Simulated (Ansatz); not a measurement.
CaTiHO₂:
```yaml
crystal:
  lattice:
    - [3.92870, 0.00000, 0.00000]
    - [0.00000, 3.92870, 0.00000]
    - [0.00000, 0.00000, 7.12372]
  atoms:
    - { symbol: Ca, position: [0.50000, 0.50000, 0.25000] }
    - { symbol: Ti, position: [0.00000, 0.00000, 0.00000] }
    - { symbol: O, position: [0.50000, 0.00000, 0.00000] }
    - { symbol: O, position: [0.00000, 0.50000, 0.00000] }
    - { symbol: H, position: [0.00000, 0.00000, 0.25000] }
    - { symbol: Ca, position: [0.50000, 0.50000, 0.75000] }
    - { symbol: Ti, position: [0.00000, 0.00000, 0.50000] }
    - { symbol: O, position: [0.50000, 0.00000, 0.50000] }
    - { symbol: O, position: [0.00000, 0.50000, 0.50000] }
    - { symbol: H, position: [0.00000, 0.00000, 0.75000] }
```
The run is spin-polarised; directions of the spins, atom by atom: 0 ↑ 0 0 0 0 ↓ 0 0 0.

Relaxed with r²SCAN.

### Question
Give the Bader charges and basin volumes of the independent atoms, plane-wave PAW r²SCAN (Ansatz code).

### Answer


```json
[
 {"atom": "Ca1", "Bader charge (e)": "+1.58", "Bader volume (Å³)": "12.3"},
 {"atom": "Ti2", "Bader charge (e)": "+1.90", "Bader volume (Å³)": "8.1"},
 {"atom": "O3", "Bader charge (e)": "-1.40", "Bader volume (Å³)": "13.4"},
 {"atom": "H5", "Bader charge (e)": "-0.68", "Bader volume (Å³)": "7.7"}
]
```

Space group P4/mmm. The start of the workflow was typed in or built on a structure type; neither database checked (COD, Materials Project) lists it. Whether it is the stable phase at ambient conditions was not checked. The cell keeps a stress of up to 0.2 GPa. The r²SCAN relaxation kept the symmetry of its start, as lowered by the spin order; its stability against distortions is not shown here. Magnetic state: antiferromagnetic, chosen from 4 collinear starts compared on coarse meshes (ties went to the first, and starts can fall back to one state), not a proven ground state. Other orbital occupations within this spin state were not tried. No Hubbard U is applied.

Potentials: the earlier of the program's two PAW sets. The files were generated under PBE; for other functionals the program regenerates the frozen cores, and for LDA and PBEsol the local potential too.
